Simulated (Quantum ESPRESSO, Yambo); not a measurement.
LaAgSO (space group P4/nmm, No. 129). The geometry is that of Materials Project entry mp-6625, symmetrised and not relaxed again. Chain: PBEsol (Quantum ESPRESSO, PseudoDojo norm-conserving, 110 Ry, without SOC); G0W0 in Yambo (4×4×1 Γ-centred k mesh, bands 9 to 179 and a 6 Ry block in the screening, 179 bands in G with the Bruneval-Gonze terminator, plasmon pole fitted at 27.2 eV); BSE (4×4×2 mesh, 16 valence and 17 conduction bands, static screening with 98 bands and a 3 Ry block, scissor 0.92 eV, Tamm-Dancoff).

```
Property                                                                       Value
-----------------------------------------------  -----------------------------------
PBEsol gap (dense path)                                                      1.22 eV
PBEsol gap Γ → Γ on the GW mesh                                              1.22 eV
PBEsol smallest direct gap on the GW mesh, at Γ                              1.22 eV
G0W0 direct gap at that point                                                2.14 eV
G0W0 correction to the gap Γ → Γ                                             0.92 eV
lowest exciton                                   no binding energy given (see below)
```

Rough cost of the Yambo steps against G0W0 for 6 states: BSE within a factor of two.

Nearest settings tried, and what they do to the gap: 95 bands in W: +158 meV. Not varied: bands in G, block, mesh. So the settings aren't converged at that level. The BSE states are vertical excitations (zero momentum). The lowest state covers only about 1 of the 32 k points, so the mesh doesn't resolve it: its energy and its distance from the direct gap are mesh artefacts. An extended exciton needs a far denser mesh. Axes are Cartesian, with cell vectors (Å) (4.09, 0.00, 0.00), (0.00, 4.09, 0.00), (0.00, 0.00, 9.10).

Spin-orbit splittings are left out. The 4f states are in the valence at their DFT position.
